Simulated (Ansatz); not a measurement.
Given:

LuBPd3:
```
LuBPd3
1.0
    4.22687     0.00000     0.00000
    0.00000     4.22687     0.00000
    0.00000     0.00000     4.22687
Pd Lu B
3 1 1
Direct
  0.00000   0.50000   0.50000
  0.50000   0.00000   0.50000
  0.50000   0.50000   0.00000
  0.00000   0.00000   0.00000
  0.50000   0.50000   0.50000
```

This is the PBEsol-relaxed structure.

**Question.** All from DFT-PBEsol in the program Ansatz with PAW potentials, unless another level is named. Give the electronic character.

**Answer.** metallic (no gap).

**Question.** And the density of states at the Fermi level?

**Answer.** 0.46 states/eV per atom (mean over ±0.08 eV).

**Question.** What about the formation energy from the elements (no fitted shifts)?

**Answer.** -0.63 eV/atom.

**Question.** Predict the gap with spin–orbit coupling.

**Answer.** none (metallic).

Space group Pm-3m (cubic perovskite). The workflow started from an entry of the Crystallography Open Database (COD). Whether it is the stable phase at ambient conditions was not checked. The PBEsol relaxation kept the symmetry of its start; of distortions, only those at the zone centre were tested. The run is not spin-polarised. The references are the lowest solids computed at this level, not always the standard phases. Spin–orbit coupling is left out wherever it is not named.

Potentials: the later of the program's two PAW sets.
